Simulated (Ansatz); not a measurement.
Values for one crystal, relaxed and computed with r²SCAN (plane waves, PAW; program Ansatz); other levels are named.

```yaml
volume_per_atom: 27.36 Å³
electronic_character: metallic (no gap)
Bulk modulus (Birch–Murnaghan fit): 51.1 GPa
Gap with spin–orbit coupling: none (metallic)
mechanical_stability: unstable (C has a negative eigenvalue)
Density of states at the Fermi level: 0.51 states/eV per atom (mean over ±0.08 eV)
Pressure derivative B′: 4.7
```

Problem. Which compound is it?
A. Mg, A15 (β-W type)
B. Ga, body-centred tetragonal
C. Sn, body-centred tetragonal
D. Rh, diamond

Solution. C, Sn, body-centred tetragonal

Space group I4/mmm (body-centred tetragonal). This is a known high-pressure phase of the composition, computed here at zero pressure and temperature. The cell was relaxed with r²SCAN under the symmetry of its start. Spin–orbit coupling is left out wherever it is not named.

Potentials: the earlier of the program's two PAW sets.
